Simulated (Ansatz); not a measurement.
TiO2 in space group Pnma (No. 62; Ti on 4c, O on 4c, O on 4c), LDA (plane waves, PAW; program Ansatz), all energies at zero smearing, with the estimated change up to a 700 eV cutoff added, with one set of potentials and settings (totals compare only within such a set). Cell of 12 atoms (4 Ti, 8 O): -14259.821 eV.

```tsv
element	reference phase	E (eV/atom)
Ti	P6/mmm, 3 atoms in the cell	-2450.3259
O	C2/m, 4 atoms in the cell, spin-polarised	-552.6518
```

Formation energy per atom, worked out: (-14259.821 − 4×(-2450.3259) − 8×(-552.6518))/12 = -3.109 eV/atom (-300 kJ per mol of atoms), at 0 K, without zero-point energy or fitted corrections.

The workflow started from a Materials Project entry (that database holds measured and hypothetical structures alike); the Crystallography Open Database files this formula in space group No. 62, but the cells were not matched. It is not the phase usual at ambient conditions (space group No. 61, 136, 141). The LDA relaxation kept the symmetry of its start; its stability against distortions is not shown here. The run is not spin-polarised. The references are the lowest solids computed at this level, not always the standard phases (solids in place of the gases).

Potentials: the later of the program's two PAW sets.
